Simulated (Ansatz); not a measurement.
Cell and atoms are relaxed with the symmetry kept. Start:

```cif
data_structure
_symmetry_space_group_name_H-M 'Pm'
_symmetry_Int_Tables_number 6
_cell_length_a 6.2274
_cell_length_b 3.8754
_cell_length_c 7.4249
_cell_angle_alpha 90.000
_cell_angle_beta 90.001
_cell_angle_gamma 90.000
_cell_volume 179.19
loop_
_atom_site_label
_atom_site_type_symbol
_atom_site_symmetry_multiplicity
_atom_site_Wyckoff_symbol
_atom_site_fract_x
_atom_site_fract_y
_atom_site_fract_z
_atom_site_occupancy
Ta1 Ta 1 a 0.00223 0.00000 0.00028 1
Ta2 Ta 1 a 0.00276 0.00000 0.50068 1
Ta3 Ta 1 a 0.53419 0.00000 0.25033 1
Ta4 Ta 1 a 0.47080 0.00000 0.75031 1
O1 O 1 b 0.00857 0.50000 0.00116 1
O2 O 1 b 0.00888 0.50000 0.49909 1
O3 O 1 b 0.56989 0.50000 0.25049 1
O4 O 1 b 0.44135 0.50000 0.75052 1
O5 O 1 a 0.31876 0.00000 0.06349 1
O6 O 1 a 0.88046 0.00000 0.25044 1
O7 O 1 a 0.69515 0.00000 0.56830 1
O8 O 1 a 0.32025 0.00000 0.43869 1
O9 O 1 a 0.12796 0.00000 0.75044 1
O10 O 1 a 0.69373 0.00000 0.93379 1
```

All numbers below come from Ansatz 0.2.0, DFT r2SCAN, scalar-relativistic, plane waves, PAW.

Plane waves to 500 eV, a k mesh through Γ of 6×8×4 on the computed 14-atom cell and Gaussian smearing (0.02 eV); no spin polarisation.

Q: What does it relax to?

A: The volume drops by 0.49 Å³/atom to 12.31 Å³/atom, and the energy falls by 29.0 meV/atom. Final structure:
```
Ta O
1.0
     6.21102    0.00000    0.00001
     0.00000    3.78754    0.00000
    -0.00012    0.00000    7.32741
Ta O
4 10
Direct
  0.97982 0.00000 0.98871
  0.03089 0.00000 0.48872
  0.53089 0.00000 0.22672
  0.47983 0.00000 0.72672
  0.95373 0.50000 0.95099
  0.05698 0.50000 0.45101
  0.55699 0.50000 0.26444
  0.45372 0.50000 0.76443
  0.25536 0.00000 0.10771
  0.86583 0.00000 0.24782
  0.75535 0.00000 0.60771
  0.36582 0.00000 0.46759
  0.14489 0.00000 0.74783
  0.64489 0.00000 0.96760
```

Spin–orbit coupling is left out, which can shift energies with elements as heavy as these.

Cost: 1 run of about 75 core-minutes, on Intel Xeon Processor @ 2.50GHz (Skylake/Cascade Lake) (shared hosts).